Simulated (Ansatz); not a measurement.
This run works on a generated trial structure, not on a known crystal.

Input and command of a plane-wave DFT calculation in Ansatz:

```yaml
crystal:
  lattice:
    - [4.80243606, 0.0, 0.0]
    - [-2.40121803, 4.15903163, 0.0]
    - [0.0, 0.0, 10.81926142]
  atoms:
    - { symbol: Ta, position: [0.0, 0.0, 0.0] }
    - { symbol: Tl, position: [0.0, 0.0, 0.22491053] }
    - { symbol: Tl, position: [0.0, 0.0, 0.77508947] }
    - { symbol: Tl, position: [0.0, 0.0, 0.5] }
    - { symbol: Ag, position: [0.5, 0.0, 0.5] }
    - { symbol: Ag, position: [0.0, 0.5, 0.5] }
    - { symbol: Ag, position: [0.5, 0.5, 0.5] }
basis:
  ecutwfc: 420
kpoints:
  mp_grid: { grid: [4, 4, 2] }
hamiltonian:
  xc: pbe
scf:
  occupations: { method: gaussian, width: 0.2 }
  lower_state_search: "off"
output:
  forces: true
  stress: true
  eigenvalues: true
relax:
  adjacent_minimum: "off"
  f_tol: 0.08
  max_steps: 16
  cell: { stress_tol: 0.8 }
```

```bash
ansatz run input.yaml --threads 1 --pin off --max-ram 2560MiB --backend cpu --events-out ev --progress --plain --runs-dir out
```

Processor: Intel(R) Xeon(R) Processor @ 2.50GHz (Skylake/Cascade Lake), 1 thread, on a host shared with other jobs.

Q: Estimate time, memory and problem size.

A: About 110 s, peak memory 0.62 GiB. It solves 66 bands at 8 k points (after reduction by symmetry) with about 6183 plane waves (on the last cell), in 57 SCF iterations over 6 ionic steps.
